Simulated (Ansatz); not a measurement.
**Stationary points along a deformation path in TiB**

Method: Ansatz, DFT PBEsol, scalar-relativistic, plane waves, PAW. Settings: plane waves to 420 eV, k-mesh 22×22×22 (Γ-centred), Gaussian smearing 0.15 eV. No spin polarisation. Energies are free energies at this smearing, counted from the undisturbed cell; pressure is positive in compression.

The undisturbed cell (as given, not relaxed at this level; it stands at 112.5 GPa, and it needn't be the usual structure):

```xyz
2
Lattice="0.0000 2.1010 2.1010 2.1010 0.0000 2.1010 2.1010 2.1010 0.0000" Properties=species:S:1:pos:R:3 pbc="T T T"
Ti    3.1515    3.1515    3.1515
B     0.0000    0.0000    0.0000
```

At fixed volume and fractional coordinates, lengths along (0.000, 0.000, 1.000) are scaled against those across it; ρ is that ratio over its starting value. V = 9.274 Å³/atom. Δσ is the stress along the axis less the mean stress across it (compression positive).

| ρ | ΔE (meV/atom) | Δσ (GPa) | space group |
| --- | --- | --- | --- |
| 0.650 | -874.1 | -92.26 | I-4m2 |
| 0.707 | -592.7 | -80.36 | I-4m2 |
| 0.780 | -319.8 | -63.07 | I-4m2 |
| 0.850 | -139.5 | -45.06 | I-4m2 |
| 0.920 | -34.9 | -22.62 | I-4m2 |
| 1.000 | 0.0 | 0.00 | F-43m |
| 1.100 | -34.4 | 17.06 | I-4m2 |
| 1.200 | -102.2 | 21.26 | I-4m2 |
| 1.300 | -169.3 | 22.60 | I-4m2 |
| 1.414 | -253.6 | 30.22 | I-4m2 |

Task: How does the stress give the slope of the energy, and where is the energy stationary?

Result: Along the path d ln(length) is 2/3 d ln ρ on the axis and −1/3 d ln ρ across it, so dE/d ln ρ = −(2/3) V Δσ: the energy falls with ρ where Δσ is positive. Δσ vanishes or changes sign at ρ = 1.000 (F-43m), a maximum at 0.0 meV/atom. Pairs of stationary points between two samples would go unseen, and could change a minimum read from distant neighbours into a maximum. At ρ = 1.000 the cell is cubic, where symmetry alone makes the stress isotropic and the slope zero.

Task: Which shear constant sets the curvature at ρ = 1?

Result: For a cubic crystal E/V = (2/3) C (ln ρ)² with C = C′ = (C11 − C12)/2, so Δσ = −2C ln ρ. The parabola of Δσ against ln ρ through ρ = 0.920, 1 and 1.100 gives C ≈ -114 GPa with the ions clamped, rough because the steps are large. It is the stress–strain coefficient at this cell's pressure of 112.5 GPa, not the zero-pressure constant. It is negative, so the cubic cell is unstable to this shear.

Task: Integrate that slope from ρ = 1 to 1.300 by the trapezoid rule.

Result: With V/N in Å³ and 1 eV/Å³ = 160.2 GPa the slopes at ρ = 1.000, 1.100, 1.200, 1.300 are 0, -659, -820, -872 meV/atom per unit of ln ρ. The steps add (-31.4) + (-64.3) + (-67.7) = -163.5 meV/atom, against -169.3 from the energies; the trapezoid rule misses the curvature of the slope within each step.

Task: Is the start the lowest point of the path?

Result: No: ρ = 0.650 lies 874.1 meV/atom lower, with no sampled rise above the start on the way. Volume and inner coordinates are held, so a relaxed structure there would lie lower still.

In a metal these slopes depend on the k mesh and the smearing.